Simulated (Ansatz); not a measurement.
A geometry of WSe2 away from equilibrium: step 3 of the relaxation of a generated cell, WSe2 placed in the cotunnite structure type. The numbers are results of r2SCAN (plane waves to 500 eV, PAW, scalar-relativistic; Ansatz, a program for electronic structure), not measurements. Γ-centred k-mesh 3×5×3 on the run's cell (coarser than for final values), Fermi–Dirac smearing 0.05 eV. The plane waves were selected for a different cell earlier on the path.

```
WSe2
1.0
    6.74842     0.00000     0.00000
    0.00000     3.91973     0.00000
    0.00000     0.00000     8.55514
W Se
4 8
Cartesian
  5.03708   0.97993   5.00438
  1.66288   0.97993   7.82832
  1.71133   2.93980   3.55076
  5.08554   2.93980   0.72681
  4.28924   0.97993   7.70875
  0.91504   0.97993   5.12395
  2.45917   2.93980   0.84638
  5.83338   2.93980   3.43119
  3.39824   0.97993   3.07927
  0.02404   0.97993   1.19830
  3.35017   2.93980   5.47586
  6.72438   2.93980   7.35684
```

**Question.** What forces act on the atoms (eV/Å)?

**Answer.** 
| atom | Fx | Fy | Fz |
|---|---|---|---|
| W1 | -0.15 | 0.00 | 0.04 |
| W2 | -0.15 | 0.00 | -0.04 |
| W3 | 0.15 | 0.00 | -0.04 |
| W4 | 0.15 | 0.00 | 0.04 |
| Se5 | -0.33 | 0.00 | -0.12 |
| Se6 | -0.33 | 0.00 | 0.12 |
| Se7 | 0.33 | 0.00 | 0.12 |
| Se8 | 0.33 | 0.00 | -0.12 |
| Se9 | -0.61 | 0.00 | -0.25 |
| Se10 | -0.61 | 0.00 | 0.25 |
| Se11 | 0.61 | 0.00 | 0.25 |
| Se12 | 0.61 | 0.00 | -0.25 |

The path ends in Pnma (No. 62). No spin polarisation in the result. No dispersion correction is included, so spacings between layers, chains or molecules are soft and tend to come out too large.

The run could not lose the symmetry of its start: the end is stationary, and may be a saddle point rather than a minimum.

The end of the path is a generated cell of WSe2: the first start was made by placing the elements on the sites of a structure type, and the end was not matched to a known phase here, so it may be hypothetical. Known forms of WSe2 include space group No. 194.
